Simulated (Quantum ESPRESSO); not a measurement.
pw.x input (Quantum ESPRESSO 7.5; PBEsol, PseudoDojo standard norm-conserving files, scalar-relativistic):

```
&CONTROL
  calculation = 'scf'
  pseudo_dir = './pseudo'
  outdir = './out'
  tprnfor = .true.
  tstress = .true.
/
&SYSTEM
  ibrav = 0
  nat = 3
  ntyp = 2
  ecutwfc = 80.0
  ecutrho = 320.0
  occupations = 'smearing'
  smearing = 'fd'
  degauss = 0.005
  nbnd = 22
/
&ELECTRONS
  conv_thr = 3e-10
/
ATOMIC_SPECIES
Ga 69.7230 Ga.upf
Y 88.9058 Y.upf
CELL_PARAMETERS angstrom
  4.173969976000   0.000000000000   0.000000000000
 -2.086984988000   3.614764034000   0.000000000000
  0.000000000000   0.000000000000   4.147510000000
ATOMIC_POSITIONS crystal
Ga   0.333333333000   0.666666667000   0.500000000000
Ga   0.666666667000   0.333333333000   0.500000000000
Y   0.000000000000   0.000000000000   0.000000000000
K_POINTS automatic
12 12 10 0 0 0
```

End of the output:

```
     total energy              =    -387.12566211 Ry
     estimated scf accuracy    <       0.00000188 Ry
     total energy              =    -387.12566294 Ry
     estimated scf accuracy    <       0.00000019 Ry
     total energy              =    -387.12566298 Ry
     estimated scf accuracy    <       0.00000002 Ry
[...]
     the Fermi energy is    11.3854 ev
!    total energy              =    -387.12566299 Ry
     estimated scf accuracy    <          5.1E-11 Ry
     smearing contrib. (-TS)   =      -0.00143157 Ry
     internal energy E=F+TS    =    -387.12423142 Ry
     The total energy is F=E-TS. E is the sum of the following terms:
     one-electron contribution =    -147.37644919 Ry
     hartree contribution      =     103.13168772 Ry
     xc contribution           =     -98.72982858 Ry
     ewald contribution        =    -244.14964137 Ry
     convergence has been achieved in   8 iterations
     Forces acting on atoms (cartesian axes, Ry/au):
     atom    1 type  1   force =     0.00000000    0.00000000    0.00000000
     atom    2 type  1   force =     0.00000000    0.00000000    0.00000000
     atom    3 type  2   force =     0.00000000    0.00000000    0.00000000
     Total force =     0.000000     Total SCF correction =     0.000000
     Computing stress (Cartesian axis) and pressure
          total   stress  (Ry/bohr**3)                   (kbar)     P=      -19.43
  -0.00009370   0.00000000   0.00000000          -13.78        0.00        0.00
   0.00000000  -0.00009370   0.00000000            0.00      -13.78        0.00
   0.00000000   0.00000000  -0.00020884            0.00        0.00      -30.72
```

Spin-orbit coupling is not included.

Geometry of the Materials Project entry, not relaxed at this level.
